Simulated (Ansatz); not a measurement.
# Fields on a plane of Nb3Sn (A15, Cr3Si type)

```
Nb3Sn
1.0
    5.31932     0.00000     0.00000
    0.00000     5.31932     0.00000
    0.00000     0.00000     5.31932
Nb Sn
6 2
Cartesian
  1.32983   0.00000   2.65966
  3.98949   0.00000   2.65966
  0.00000   2.65966   1.32983
  0.00000   2.65966   3.98949
  2.65966   1.32983   0.00000
  2.65966   3.98949   0.00000
  0.00000   0.00000   0.00000
  2.65966   2.65966   2.65966
```

The slice is a {110} plane (indices of the conventional cell) through the point (0.750, 0.000, 0.500) (fractional), spanned by u = [100] and v = [011] in vectors of this cell: u (5.32 Å) and v (7.52 Å, at 90° to u). It covers one period; positions are fractions (u, v).

Atoms on it: Nb at (0.50, 0.00); Nb at (0.00, 0.00). Other atoms lie within 1 Å of the plane.

The numbers are results of PBE (plane waves to 420 eV, PAW, scalar-relativistic; Ansatz, a program for electronic structure), not measurements. k mesh 9×9×9. These are valence fields of a PAW run, semicore shells included where kept as valence: close to a nucleus they are smooth pseudo fields. Nb3Sn is run without spin polarisation. Nb3Sn was relaxed with its symmetry unable to fall.

```
v \ u  0.00  0.10  0.20  0.30  0.40  0.50  0.60  0.70  0.80  0.90
-----  ----  ----  ----  ----  ----  ----  ----  ----  ----  ----
0.93      x     x   3.5   3.5     x     x     x   3.5   3.5     x
0.86   <3.0   4.3   9.5   9.5   4.3  <3.0   4.3   9.5   9.5   4.3
0.79   10.7  10.5   9.8   9.8  10.5  10.7  10.5   9.8   9.8  10.5
0.71   11.0   8.6   3.4   3.4   8.6  11.0   8.6   3.4   3.4   8.6
0.64    9.7   5.4     x     x   5.4   9.7   5.4     x     x   5.4
0.57   10.5   6.7  <3.0  <3.0   6.7  10.5   6.7  <3.0  <3.0   6.7
0.50   11.5   8.9   4.3   4.3   8.9  11.5   8.9   4.3   4.3   8.9
0.43   10.5   6.7  <3.0  <3.0   6.7  10.5   6.7  <3.0  <3.0   6.7
0.36    9.7   5.4     x     x   5.4   9.7   5.4     x     x   5.4
0.29   11.0   8.6   3.4   3.4   8.6  11.0   8.6   3.4   3.4   8.6
0.21   10.7  10.5   9.8   9.8  10.5  10.7  10.5   9.8   9.8  10.5
0.14   <3.0   4.3   9.5   9.5   4.3  <3.0   4.3   9.5   9.5   4.3
0.07      x     x   3.5   3.5     x     x     x   3.5   3.5     x
0.00      x     x  <3.0  <3.0     x     x     x  <3.0  <3.0     x
```

Values: electrostatic potential energy of an electron, from the cell's mean, in eV. Points within 1 Å of a nucleus are blanked (x), as the pseudised field means little there. Values under 3 eV are set to 3. The zero, the cell's mean, hangs on the PAW cores.

```
|@@@@%%**--::--**%%@@@@@@%%**--::--**%%@@|
|@@%%##==::..::==##%%@@%%##==::..::==##%%|
|**++==::......::==++**++==::......::==++|
|::::..          ..::::::..          ..::|
|                                        |
|                                        |
|                                        |
|      ..........          ..........    |
|      ..::--::..          ..::--::..    |
|    ..::--==--::..      ..::--==--::..  |
|    ..::--==--::..      ..::--==--::..  |
|    ..::------::..      ..::------::..  |
|    ....::--::....      ....::--::....  |
|    ....::::::....      ....::::::....  |
|    ....::--::....      ....::--::....  |
|    ..::------::..      ..::------::..  |
|    ..::--==--::..      ..::--==--::..  |
|    ..::--==--::..      ..::--==--::..  |
|      ..::--::..          ..::--::..    |
|      ..........          ..........    |
|                                        |
|                                        |
|                                        |
|::::..          ..::::::..          ..::|
|**++==::......::==++**++==::......::==++|
|@@%%##==::..::==##%%@@%%##==::..::==##%%|
|@@@@%%**--::--**%%@@@@@@%%**--::--**%%@@|
|@@@@@@**--::--**@@@@@@@@@@**--::--**@@@@|
```
Scale: ten equal steps from -0.77 (start of ' ') to 0.71 (end of '@'), in the order ' .:-=+*#%@'. Values: log₁₀ of the valence density in e/Å³. The map has 20 points along u (two characters each, u = 0 at the left) and 28 along v (v = 0 in the bottom row). The scale is logarithmic, as a density can span decades between atoms and voids.

- Density on the Nb–Nb line (2.66 Å) at its midpoint = 0.43 e/Å³
- ELF at that point = 0.31
